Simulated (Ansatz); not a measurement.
Al (fcc, Cu type)

```
CELL_PARAMETERS angstrom
      3.99201     0.00000     0.00000
      0.00000     3.99201     0.00000
      0.00000     0.00000     3.99201
ATOMIC_POSITIONS crystal
  Al 0.00000 0.00000 0.00000
  Al 0.50000 0.50000 0.00000
  Al 0.50000 0.00000 0.50000
  Al 0.00000 0.50000 0.50000
```

In each cell atom 1 (Al, nearest neighbour Al at 2.823 Å; its periodic images, 4.0 Å or more away, move with it) moves by s·(0.577, 0.577, 0.577) (along Cartesian [111]), the rest being held.

The numbers are results of r2SCAN (plane waves to 500 eV, PAW, scalar-relativistic; Ansatz, a program for electronic structure), not measurements. k mesh 9×9×9 (Γ-centred), Fermi-Dirac smearing 0.05 eV. The energy includes the smearing's −TS. With partly filled bands, energies and forces of such displacements shift with the k mesh and the smearing. On this mesh the relaxed cell isn't quite at rest: it carries a pressure of 0.3 GPa (compression positive) at the zero of the scan. Al was relaxed with its symmetry unable to fall. The zero of ΔE is the undisplaced structure.

Successive frames, forces in eV/Å:

| frame | ΔE (meV/cell) | F on Al1 | F on Al2 | F on Al3 | F on Al4 |
|---|---|---|---|---|---|
| s = -0.560 Å | 1049 | (2.516, 2.516, 2.516) | (-1.412, -1.412, 0.307) | (-1.412, 0.307, -1.412) | (0.307, -1.412, -1.412) |
| s = -0.448 Å | 630 | (1.821, 1.821, 1.821) | (-1.019, -1.019, 0.217) | (-1.019, 0.217, -1.019) | (0.217, -1.019, -1.019) |
| s = -0.336 Å | 335 | (1.239, 1.239, 1.239) | (-0.690, -0.690, 0.140) | (-0.690, 0.140, -0.690) | (0.140, -0.690, -0.690) |
| s = -0.224 Å | 143 | (0.762, 0.762, 0.762) | (-0.421, -0.421, 0.081) | (-0.421, 0.081, -0.421) | (0.081, -0.421, -0.421) |

Question: What are the energy and the forces in the next frame, s = -0.112 Å?

Answer: ΔE (meV/cell) = 35.

```csv
atom,Fx,Fy,Fz
Al1,0.361,0.361,0.361
Al2,-0.199,-0.199,0.036
Al3,-0.199,0.036,-0.199
Al4,0.036,-0.199,-0.199
```

(A displaced cell: forces are minus the slopes of the energy, force constants its curvatures, and phonons follow from these.)
